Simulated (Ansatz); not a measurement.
**Notes on LuGaSe$_{2}$**

```xyz
8
Lattice="0.0000 0.0000 6.2513 3.9225 -3.9225 3.1256 3.9225 3.9225 -3.1256" Properties=species:S:1:pos:R:3 pbc="T T T"
Lu    0.0000    0.0000    1.5628
Lu    0.0000    0.0000    4.6885
Ga    3.9225    0.0000    4.6885
Ga    3.9225    0.0000    1.5628
Se    5.1542    1.2317    3.1256
Se    2.6909    1.2317    0.0000
Se    2.6909   -1.2317    3.1256
Se    5.1542   -1.2317    6.2513
```

Level: PBE, no spin polarisation; 420 eV; 7×7×7 Γ-centred mesh; fermi-dirac occupations (width 0.1 eV); Ansatz 0.2.0, fixed geometry.

Question: What do density and ELF say about some of the short contacts?

Answer: Ga–Se at 2.34 Å: least valence density 0.56 e/Å³ and ELF 0.50 there. Lu–Lu at 3.13 Å: least valence density 0.25 e/Å³ and ELF 0.57 there. Lu–Se at 3.35 Å: least valence density 0.11 e/Å³ and ELF 0.12 there. Both are smooth PAW fields, read partly inside the augmentation spheres.

Question: Which atom feels the largest force, and which way?

Answer: The largest is on Se6 (and as large on other atoms): 2.83 eV/Å, components (-2.00, 2.00, 0.00). It makes 138° with the line to a nearest neighbour, Ga3 at 2.34 Å, pointing away from it.

Question: How is the charge shared?

Answer: Bader charges in e: Lu +1.14, Ga +0.87, Se -1.00. In the mean Lu gives up most and Se takes most.

Question: Metal or insulator?

Answer: It is a metal, with about 5 states/eV a cell as the mean within 0.25 eV of the Fermi level, mostly Lu d (47 %) and Lu s (14 %).

Origin: a known structure type with other elements, at an estimated volume, so it need not be a known compound. Caveats: many states at the Fermi level without spin polarisation, so a magnetic state may lie lower; atoms or cell far from equilibrium.
